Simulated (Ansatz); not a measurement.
Put MnCrC4N4 in P-43m (No. 215): Mn on 1b; Cr on 1a; C on 4e; N on 4e. The guess for MnCrC4N4 was made by a generator: two interpenetrating cyanide-bridged diamond nets.

Theory: DFT PBE, scalar-relativistic, plane waves, PAW (Ansatz 0.2.0). Cutoff 420 eV, Γ-centred mesh, Gaussian smearing, collinear spin.

Formation energies are uncorrected and refer to the elements' standard structures at the same level (N₂ as a molecule).

Problem. Predict the relaxed structure.

Solution.

Space group P-43m (No. 215). a = 5.979 Å, b = 5.979 Å, c = 5.979 Å, α = 90.00°, β = 90.00°, γ = 90.00°
```json
{"atom": "Mn", "site": "1b", "symmetry": "-43m", "x": "0.5000", "y": "0.5000", "z": "0.5000"}
{"atom": "Cr", "site": "1a", "symmetry": "-43m", "x": "0.0000", "y": "0.0000", "z": "0.0000"}
{"atom": "C", "site": "4e", "symmetry": ".3m", "x": "0.1943", "y": "0.1943", "z": "0.1943"}
{"atom": "N", "site": "4e", "symmetry": ".3m", "x": "0.3079", "y": "0.3079", "z": "0.3079"}
```

Mn is surrounded by 4 N at 1.99 Å; Cr is surrounded by 4 C at 2.01 Å; C is surrounded by 1 N at 1.18 Å and 1 Cr at 2.01 Å; N has 1 C at 1.18 Å and 1 Mn at 1.99 Å. Another local minimum with the same sites may exist.

Problem. Where does its energy lie, and is it a metal?

Solution. The formation energy is +0.38 eV/atom and the gap on the 6×6×6 mesh of the 10-atom cell is 0 eV (a metal). The net moment per atom is 0.10 μB and the moment by site is Mn -3.6; Cr 2.4 μB. A positive value: parting into the elements would lower its energy.

The last run used collinear spin and Gaussian smearing of 0.10 eV. In such compounds of Cr and Mn a zero gap at this level may well be an artefact, since no Hubbard U is applied. The reference form of C is held partly by dispersion forces, which this level lacks. The magnetic state reached may not be the lowest. A structure relaxed within its symmetry needn't be a true minimum. Site moments count only spheres around the atoms; the net moment includes the space between them.
